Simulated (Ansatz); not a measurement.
## Sb: do energies and stresses tell the same story?

The calculation used DFT r2SCAN, scalar-relativistic, plane waves, PAW in Ansatz 0.2.0.

Cutoff 500 eV; k points 14×14×14 on the computed 1-atom cell (Γ-centred); Gaussian smearing, width 0.10 eV; no spin polarisation.

Relaxed cell: Pm-3m, a = 3.088 Å, b = 3.088 Å, c = 3.088 Å, α = 90.00°, β = 90.00°, γ = 90.00°, 1 atom in the primitive cell. This simple cubic form isn't the element's structure at ambient conditions.

Energies at zero smearing and pressures from the stress tensor, at volumes with shape and atoms relaxed:
```tsv
V (Å³/atom)	E − E(first) (meV/atom)	P (GPa)
25.901	0.00	9.98
26.784	-45.60	6.72
27.667	-74.82	4.09
28.550	-91.14	1.89
29.433	-96.28	-0.01
30.316	-91.66	-1.63
31.199	-78.77	-3.02
32.376	-50.75	-4.57
```

Task: Check P = −dE/dV between neighbouring volumes, and get the bulk modulus from the pressures alone.

Result: With 1 eV/Å³ = 160.2 GPa:
```
middle V (Å³/atom)  −ΔE/ΔV (GPa) mean P (GPa)
            26.343         8.274         8.352
            27.226         5.303         5.404
            28.109         2.960         2.986
            28.992         0.933         0.937
            29.874        -0.838        -0.823
            30.757        -2.340        -2.329
            31.788        -3.813        -3.799
```

The two differ by 0.10 GPa at most. The mean of two end pressures misses the average over a step by about ΔV² P″/12, up to 0.05 GPa here; with that taken off 0.06 GPa remains. The stress is the derivative of the free energy, not of the energy at zero smearing, and with free energies 0.01 GPa remains. Around V = 29.433 Å³/atom, the two neighbours give B = −V ΔP/ΔV = 29.433 × 3.52 / 1.766 = 58.7 GPa, against B0 = 58.3 GPa from the Birch–Murnaghan fit of the energies.

Cost: 9 runs of about 1.4 core-minutes in all, on Arm Neoverse V1 (shared hosts).